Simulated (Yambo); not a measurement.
Yambo run on CsH (rock salt, space group Fm-3m, No. 225). The wavefunctions are PBEsol (pw.x of Quantum ESPRESSO, ONCV potentials, with spin-orbit coupling) ones on a 4×4×4 mesh (10 occupied bands); a = b = c = 4.513 Å, α = β = γ = 60.00°.

Yambo input:

```
rim_cut
gw0
dyson
el_el_corr
HF_and_locXC
cohsex
em1s
RandQpts= 1000000
RandGvec= 1 Ry
EXXRLvcs= 72 Ry
VXCRLvcs= 288 Ry
Chimod= "HARTREE"
% BndsRnXs
 1 | 226 |
%
NGsBlkXs= 8 Ry
% LongDrXs
 1.0 | 1.0 | 1.0 |
%
ExtendOut
% QPkrange
 3 | 3 | 10 | 11 |
%
```

k points by index: 3 = L.

Resulting energies as the program prints them:

```
#    K-point    Band    Eo [eV]    E [eV]    E-Eo [eV]    Vxc [eV]    Vnlxc [eV]    Sc|Eo [eV]    Re(Z)    Im(Z)
#
    3    10    0.000000    -3.599538    -3.599538    -10.16622    -13.42033    -0.345432    1.000000    0.000000
    3    11    2.149738    1.797367    -0.352371    -6.516068    -2.833563    -4.034877    1.000000    0.000000
```
(The two width columns are left out.) Convergence of these settings isn't established.

Geometry of the Materials Project entry, not relaxed at this level.
